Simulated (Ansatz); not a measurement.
**Property card for YBRh₃**

YBRh3:
```yaml
crystal:
  lattice:
    - [4.17504, 0.00000, 0.00000]
    - [0.00000, 4.17504, 0.00000]
    - [0.00000, 0.00000, 4.17504]
  atoms:
    - { symbol: Y, position: [0.00000, 0.00000, 0.00000] }
    - { symbol: Rh, position: [0.00000, 0.50000, 0.50000] }
    - { symbol: Rh, position: [0.50000, 0.00000, 0.50000] }
    - { symbol: Rh, position: [0.50000, 0.50000, 0.00000] }
    - { symbol: B, position: [0.50000, 0.50000, 0.50000] }
```

Space group Pm-3m (No. 221), cubic perovskite; conventional cell a = 4.175 Å, b = 4.175 Å, c = 4.175 Å, α = 90.00°, β = 90.00°, γ = 90.00°.

Method: DFT-r²SCAN in the program Ansatz with PAW potentials. Structure relaxed to zero pressure with the same functional. Other levels are named where they apply.

### Cell and energy

```yaml
volume_per_atom: 14.55 Å³
density: 9.32 g/cm³
Formation energy from the elements (no fitted shifts): -0.84 eV/atom
```

### Electronic structure

```yaml
electronic_character: metallic (no gap)
Density of states at the Fermi level: 0.77 states/eV per atom (mean over ±0.08 eV)
Gap with spin–orbit coupling: none (metallic)
```

### Mechanics

```yaml
Bulk modulus (Birch–Murnaghan fit): 196 GPa
Pressure derivative B′: 4.5
```

### Charges

```yaml
bader_charges: Y +1.76, Rh -0.56, B -0.07 e
```

The workflow started from an entry of the Crystallography Open Database (COD). Whether it is the stable phase at ambient conditions was not checked. Symmetry was held in the r²SCAN relaxation; its stability against distortions is not shown here. No spin polarisation was allowed. The references are the lowest solids computed at this level, not always the standard phases. Spin–orbit coupling is left out wherever it is not named.

Potentials: the later of the program's two PAW sets.
